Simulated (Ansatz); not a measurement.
Data:

PSi₃₁:
```yaml
crystal:
  lattice:
    - [-5.45505, 5.45505, 5.45505]
    - [5.45505, -5.45505, 5.45505]
    - [5.45505, 5.45505, -5.45505]
  atoms:
    - { symbol: P, position: [0.00000, 0.00000, 0.00000] }
    - { symbol: Si, position: [0.50000, 0.50000, 0.00000] }
    - { symbol: Si, position: [0.50000, 0.00000, 0.50000] }
    - { symbol: Si, position: [0.00000, 0.50000, 0.50000] }
    - { symbol: Si, position: [0.24968, 0.00000, 0.50112] }
    - { symbol: Si, position: [0.74856, 0.49888, 0.49888] }
    - { symbol: Si, position: [0.75081, 0.00000, 0.00000] }
    - { symbol: Si, position: [0.24968, 0.50112, 0.00000] }
    - { symbol: Si, position: [0.00000, 0.75220, 0.25107] }
    - { symbol: Si, position: [0.49887, 0.24780, 0.24780] }
    - { symbol: Si, position: [0.50113, 0.74893, 0.74893] }
    - { symbol: Si, position: [0.00000, 0.25107, 0.75220] }
    - { symbol: Si, position: [0.24919, 0.24919, 0.24919] }
    - { symbol: Si, position: [0.75032, 0.75032, 0.25144] }
    - { symbol: Si, position: [0.75032, 0.25144, 0.75032] }
    - { symbol: Si, position: [0.25144, 0.75032, 0.75032] }
    - { symbol: Si, position: [0.75220, 0.00000, 0.25107] }
    - { symbol: Si, position: [0.24780, 0.49887, 0.24780] }
    - { symbol: Si, position: [0.25107, 0.00000, 0.75220] }
    - { symbol: Si, position: [0.74893, 0.50113, 0.74893] }
    - { symbol: Si, position: [0.49888, 0.49888, 0.74856] }
    - { symbol: Si, position: [0.00000, 0.00000, 0.75081] }
    - { symbol: Si, position: [0.00000, 0.50112, 0.24968] }
    - { symbol: Si, position: [0.50112, 0.00000, 0.24968] }
    - { symbol: Si, position: [0.24780, 0.24780, 0.49887] }
    - { symbol: Si, position: [0.74893, 0.74893, 0.50113] }
    - { symbol: Si, position: [0.75220, 0.25107, 0.00000] }
    - { symbol: Si, position: [0.25107, 0.75220, 0.00000] }
    - { symbol: Si, position: [0.00000, 0.24968, 0.50112] }
    - { symbol: Si, position: [0.49888, 0.74856, 0.49888] }
    - { symbol: Si, position: [0.50112, 0.24968, 0.00000] }
    - { symbol: Si, position: [0.00000, 0.75081, 0.00000] }
```

This is the PBE-relaxed structure.

All from DFT-PBE in the program Ansatz with PAW potentials, unless another level is named. Estimate the Hill bulk and shear moduli.

89.2 and 47.8 GPa.

Predict the elastic constants (relaxed ions, GPa).

C11 = 137, C12 = 65.5, C44 = 58.3.

Space group I-43m. The start of the workflow was typed in or built on a structure type; neither database checked (COD, Materials Project) lists it. Its standing as an ambient phase is unchecked. The cell was relaxed with PBE under the symmetry of its start; whether a distortion lowers the energy is not shown. As this level gives no gap, shear constants depend on the k-mesh and smearing (Fermi–Dirac, 0.1 eV here).

Potentials: the later of the program's two PAW sets.
